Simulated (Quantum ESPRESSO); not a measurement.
Ti3Ag3CuPt, finding a planted mistake in a log

Computed values, not a measurement. The program is pw.x of Quantum ESPRESSO 7.5 (plane-wave density functional theory). The cell is made up: eight metal atoms on a face-centred cubic lattice, with elements, volume, strain and displacements drawn at random and not relaxed, so it may be unstable or far from any real phase. PseudoDojo standard norm-conserving files set the functional (PBE unless stated); there is no spin polarisation or spin-orbit coupling, the Fermi-Dirac width of 0.25 eV means electrons at about 2900 K, and the masses in the input are unused placeholders. The copper pseudopotential is less sure than most, with forces differing by about three percent and pressure by about two GPa from a second method on plain copper. Heavy elements are run without spin-orbit coupling, which real alloys of them have. A spin test at this wide smearing found no moment, but such smearing suppresses magnetism that the real alloy may have.

Intended input:

```
&control calculation='scf', pseudo_dir='./dojo.nc.sr.pbe.v0_5.standard.upf', outdir='./o', disk_io='minimal', tprnfor=.true., tstress=.true. /
&system ibrav=0, nat=8, ntyp=4, nbnd=78, ecutwfc=92.02030273, nosym=.true., tot_charge=0,
 occupations='smearing', smearing='fd', degauss=0.0183746611
/
&electrons conv_thr=1.470e-08, electron_maxstep=70, mixing_beta=0.5 /
ATOMIC_SPECIES
Ag 1.0 Ag.upf
Cu 1.0 Cu.upf
Pt 1.0 Pt.upf
Ti 1.0 Ti.upf
CELL_PARAMETERS angstrom
0.0275 1.9917 1.998
-0.0509 4.0278 -4.0405
-7.9089 -2.018 1.9144
ATOMIC_POSITIONS angstrom
Ti -0.0447 -0.0592 -0.0474
Ti -3.9693 0.1023 -0.0558
Ag 0.0626 2.0057 -1.856
Ag -4.1749 2.0022 -2.196
Ag -5.8959 0.0032 1.962
Cu -1.9987 1.972 -0.1071
Ti -5.8599 2.0613 -0.1048
Pt -2.0108 4.1228 -1.9542
K_POINTS automatic
8 4 3 1 1 1
```

The log is shortened where brackets say so; the opening notice, blank lines, dates and the lines on written files are dropped, and the path of the files is cut. It prints rydbergs, bohrs and kilobars, and counts compression as positive stress. Its total energy is the free energy E - TS of the whole cell.

Log of the intended run:

```
     Program PWSCF v.7.5
     Parallel version (MPI & OpenMP), running on       4 processor cores
     Number of MPI processes:                 4
     Threads/MPI process:                     1
     [start-up lines left out]
     bravais-lattice index     =            0
     lattice parameter (alat)  =       5.3314  a.u.
     unit-cell volume          =     861.6337 (a.u.)^3
     number of atoms/cell      =            8
     number of atomic types    =            4
     number of electrons       =       130.00
     number of Kohn-Sham states=           78
     kinetic-energy cutoff     =      92.0203  Ry
     charge density cutoff     =     368.0812  Ry
     scf convergence threshold =      1.5E-08
     mixing beta               =       0.5000
     number of iterations used =            8  plain     mixing
     Exchange-correlation= PBE
                           (   1   4   3   4   0   0   0)
     [axes and pseudopotential details left out]
   Cartesian axes
     site n.     atom                  positions (alat units)
         1        Ti     tau(   1) = (  -0.0158439  -0.0209834  -0.0168009  )
         2        Ti     tau(   2) = (  -1.4069139   0.0362601  -0.0197782  )
         3        Ag     tau(   3) = (   0.0221885   0.7109181  -0.6578571  )
         4        Ag     tau(   4) = (  -1.4797885   0.7096775  -0.7783697  )
         5        Ag     tau(   5) = (  -2.0897950   0.0011342   0.6954287  )
         6        Cu     tau(   6) = (  -0.7084369   0.6989732  -0.0379615  )
         7        Ti     tau(   7) = (  -2.0770349   0.7306254  -0.0371462  )
         8        Pt     tau(   8) = (  -0.7127258   1.4613218  -0.6926640  )
     number of k points=    48  Fermi-Dirac smearing, width (Ry)=  0.0184
                       cart. coord. in units 2pi/alat
        k(    1) = (  -0.0815530   0.0880922   0.0015613), wk =   0.0416667
        k(    2) = (   0.1555409   0.0879535  -0.0015637), wk =   0.0416667
     [further k points left out]
     Dense  grid:   102753 G-vectors     FFT dimensions: (  36,  72, 100)
     Estimated max dynamical RAM per process >     376.85 MB
     Estimated total dynamical RAM >       1.40 GB
     Initial potential from superposition of free atoms
     starting charge     129.9934, renormalised to     130.0000
     Starting wfcs are   80 randomized atomic wfcs
     total cpu time spent up to now is        5.2 secs
     per-process dynamical memory:   292.0 Mb
     Self-consistent Calculation
     iteration #  1     ecut=    92.02 Ry     beta= 0.50
     Davidson diagonalization with overlap
     ethr =  1.00E-02,  avg # of iterations =  4.4
     total cpu time spent up to now is       17.6 secs
     total energy              =   -1911.00403997 Ry
     estimated scf accuracy    <      22.89217751 Ry
     iteration #  2     ecut=    92.02 Ry     beta= 0.50
     Davidson diagonalization with overlap
     ethr =  1.00E-02,  avg # of iterations =  5.0
     total cpu time spent up to now is       32.0 secs
     total energy              =   -1914.54278265 Ry
     estimated scf accuracy    <     163.58871239 Ry
     [iterations 3 to 20 left out]
     iteration # 21     ecut=    92.02 Ry     beta= 0.50
     Davidson diagonalization with overlap
     ethr =  7.64E-11,  avg # of iterations =  3.6
     total cpu time spent up to now is      232.6 secs
     total energy              =   -1926.68737198 Ry
     estimated scf accuracy    <       0.00000013 Ry
     iteration # 22     ecut=    92.02 Ry     beta= 0.50
     Davidson diagonalization with overlap
     ethr =  7.64E-11,  avg # of iterations =  1.4
     total cpu time spent up to now is      241.7 secs
     End of self-consistent calculation
     [lines on levels left out]
!    total energy              =   -1926.68737199 Ry
     estimated scf accuracy    <          1.4E-09 Ry
     smearing contrib. (-TS)   =      -0.11104270 Ry
     internal energy E=F+TS    =   -1926.57632929 Ry
     The total energy is F=E-TS. E is the sum of the following terms:
     one-electron contribution =    -819.62616297 Ry
     hartree contribution      =     476.14591649 Ry
     xc contribution           =    -285.59286805 Ry
     ewald contribution        =   -1297.50321475 Ry
     convergence has been achieved in  22 iterations
     Forces acting on atoms (cartesian axes, Ry/au):
     atom    1 type  4   force =    -0.04630784   -0.01213949    0.02771162
     atom    2 type  4   force =     0.05624621   -0.01510747    0.00730207
     atom    3 type  1   force =    -0.03373156    0.01876723   -0.02384219
     atom    4 type  1   force =     0.08774603    0.00019982    0.02653800
     atom    5 type  1   force =    -0.02502951    0.01304158   -0.02374599
     atom    6 type  2   force =    -0.00595637    0.01394519    0.00304520
     atom    7 type  4   force =    -0.04413472   -0.02854040    0.01947639
     atom    8 type  3   force =     0.01116776    0.00983353   -0.03648510
     Total force =     0.152516     Total SCF correction =     0.000339
     Computing stress (Cartesian axis) and pressure
          total   stress  (Ry/bohr**3)                   (kbar)     P=       60.87
   0.00035593   0.00003659  -0.00009107           52.36        5.38      -13.40
   0.00003659   0.00043613   0.00003416            5.38       64.16        5.02
  -0.00009107   0.00003416   0.00044937          -13.40        5.02       66.10
     init_run     :      4.97s CPU      5.13s WALL (       1 calls)
     electrons    :    231.55s CPU    236.51s WALL (       1 calls)
     forces       :      1.73s CPU      1.75s WALL (       1 calls)
     stress       :      6.04s CPU      6.04s WALL (       1 calls)
     [timing details left out]
     PWSCF        :   4m 4.37s CPU   4m 9.56s WALL
     JOB DONE.
```

A second run was made from an input with one planted mistake. Its log:

```
     Program PWSCF v.7.5
     Parallel version (MPI & OpenMP), running on       4 processor cores
     Number of MPI processes:                 4
     Threads/MPI process:                     1
     [start-up lines left out]
     bravais-lattice index     =            0
     lattice parameter (alat)  =       5.3047  a.u.
     unit-cell volume          =     848.7693 (a.u.)^3
     number of atoms/cell      =            8
     number of atomic types    =            4
     number of electrons       =       130.00
     number of Kohn-Sham states=           78
     kinetic-energy cutoff     =      92.0203  Ry
     charge density cutoff     =     368.0812  Ry
     scf convergence threshold =      1.5E-08
     mixing beta               =       0.5000
     number of iterations used =            8  plain     mixing
     Exchange-correlation= PBE
                           (   1   4   3   4   0   0   0)
     [axes and pseudopotential details left out]
   Cartesian axes
     site n.     atom                  positions (alat units)
         1        Ti     tau(   1) = (  -0.0158524  -0.0209822  -0.0168143  )
         2        Ti     tau(   2) = (  -1.4069485   0.0362647  -0.0197710  )
         3        Ag     tau(   3) = (   0.0221934   0.7109374  -0.6578584  )
         4        Ag     tau(   4) = (  -1.4797984   0.7096905  -0.7783726  )
         5        Ag     tau(   5) = (  -2.0898145   0.0011400   0.6954411  )
         6        Cu     tau(   6) = (  -0.7084437   0.6989679  -0.0379746  )
         7        Ti     tau(   7) = (  -2.0770613   0.7306371  -0.0371553  )
         8        Pt     tau(   8) = (  -0.7127185   1.4613455  -0.6926625  )
     number of k points=    48  Fermi-Dirac smearing, width (Ry)=  0.0184
                       cart. coord. in units 2pi/alat
        k(    1) = (  -0.0815514   0.0880928   0.0015630), wk =   0.0416667
        k(    2) = (   0.1555388   0.0879505  -0.0015629), wk =   0.0416667
     [further k points left out]
     Dense  grid:   101249 G-vectors     FFT dimensions: (  36,  72, 100)
     Estimated max dynamical RAM per process >     371.74 MB
     Estimated total dynamical RAM >       1.38 GB
     Initial potential from superposition of free atoms
     starting charge     129.9934, renormalised to     130.0000
     Starting wfcs are   80 randomized atomic wfcs
     total cpu time spent up to now is        5.2 secs
     per-process dynamical memory:   288.3 Mb
     Self-consistent Calculation
     iteration #  1     ecut=    92.02 Ry     beta= 0.50
     Davidson diagonalization with overlap
     ethr =  1.00E-02,  avg # of iterations =  4.3
     total cpu time spent up to now is       17.4 secs
     total energy              =   -1910.88178440 Ry
     estimated scf accuracy    <      23.08878924 Ry
     iteration #  2     ecut=    92.02 Ry     beta= 0.50
     Davidson diagonalization with overlap
     ethr =  1.00E-02,  avg # of iterations =  5.0
     total cpu time spent up to now is       31.9 secs
     total energy              =   -1914.62039268 Ry
     estimated scf accuracy    <     162.54711814 Ry
     [iterations 3 to 20 left out]
     iteration # 21     ecut=    92.02 Ry     beta= 0.50
     Davidson diagonalization with overlap
     ethr =  9.34E-11,  avg # of iterations =  2.1
     total cpu time spent up to now is      228.1 secs
     total energy              =   -1926.68104967 Ry
     estimated scf accuracy    <       0.00000003 Ry
     iteration # 22     ecut=    92.02 Ry     beta= 0.50
     Davidson diagonalization with overlap
     ethr =  2.63E-11,  avg # of iterations =  1.8
     total cpu time spent up to now is      237.3 secs
     End of self-consistent calculation
     [lines on levels left out]
!    total energy              =   -1926.68104967 Ry
     estimated scf accuracy    <          3.6E-10 Ry
     smearing contrib. (-TS)   =      -0.10948437 Ry
     internal energy E=F+TS    =   -1926.57156530 Ry
     The total energy is F=E-TS. E is the sum of the following terms:
     one-electron contribution =    -809.27477280 Ry
     hartree contribution      =     472.40295497 Ry
     xc contribution           =    -285.67530449 Ry
     ewald contribution        =   -1304.02444297 Ry
     convergence has been achieved in  22 iterations
     Forces acting on atoms (cartesian axes, Ry/au):
     atom    1 type  4   force =    -0.04628251   -0.01187609    0.02816536
     atom    2 type  4   force =     0.05731185   -0.01486315    0.00713705
     atom    3 type  1   force =    -0.03536503    0.01955403   -0.02503248
     atom    4 type  1   force =     0.09226950    0.00009667    0.02814410
     atom    5 type  1   force =    -0.02628354    0.01373198   -0.02499423
     atom    6 type  2   force =    -0.00652939    0.01465725    0.00307540
     atom    7 type  4   force =    -0.04651091   -0.02999890    0.02059516
     atom    8 type  3   force =     0.01139003    0.00869822   -0.03709036
     Total force =     0.158233     Total SCF correction =     0.000095
     Computing stress (Cartesian axis) and pressure
          total   stress  (Ry/bohr**3)                   (kbar)     P=       83.72
   0.00051268   0.00004113  -0.00009824           75.42        6.05      -14.45
   0.00004113   0.00058935   0.00003659            6.05       86.70        5.38
  -0.00009824   0.00003659   0.00060538          -14.45        5.38       89.05
     init_run     :      4.92s CPU      5.12s WALL (       1 calls)
     electrons    :    227.08s CPU    232.03s WALL (       1 calls)
     forces       :      1.68s CPU      1.69s WALL (       1 calls)
     stress       :      5.83s CPU      5.83s WALL (       1 calls)
     [timing details left out]
     PWSCF        :   3m59.62s CPU   4m 4.84s WALL
     JOB DONE.
```

Question: the log repeats what the program read. Compare it with the intended run: what was wrong in the second input?

Answer: the cell and the positions are scaled by a wrong factor. The input lines that differ:

```
- 0.0275 1.9917 1.998
- -0.0509 4.0278 -4.0405
- -7.9089 -2.018 1.9144
+ 0.0274 1.9817 1.988
+ -0.0506 4.0077 -4.0203
+ -7.8694 -2.0079 1.9048
- Ti -0.0447 -0.0592 -0.0474
- Ti -3.9693 0.1023 -0.0558
- Ag 0.0626 2.0057 -1.856
- Ag -4.1749 2.0022 -2.196
- Ag -5.8959 0.0032 1.962
- Cu -1.9987 1.972 -0.1071
- Ti -5.8599 2.0613 -0.1048
- Pt -2.0108 4.1228 -1.9542
+ Ti -0.0445 -0.0589 -0.0472
+ Ti -3.9495 0.1018 -0.0555
+ Ag 0.0623 1.9957 -1.8467
+ Ag -4.154 1.9922 -2.185
+ Ag -5.8664 0.0032 1.9522
+ Cu -1.9887 1.9621 -0.1066
+ Ti -5.8306 2.051 -0.1043
+ Pt -2.0007 4.1022 -1.9444
```

```
                                            intended run  run with the mistake
                          free energy (eV)    -26213.917            -26213.831
         entropy term -TS, part of it (eV)        -1.511                -1.490
                            pressure (GPa)          6.09                  8.37
size of the largest force component (eV/Å)         2.256                 2.372
largest change of a force component (eV/Å)                               0.116
                                iterations            22                    22
```

For scale, a rerun of the intended cell at a higher cutoff and on a denser mesh moved values by no more than 0.002 eV in energy, 0.07 GPa in stress and 0.008 eV/Å in force, and a second program with other atomic files agreed on that cell to 2 % rms in force and 0.5 GPa in pressure.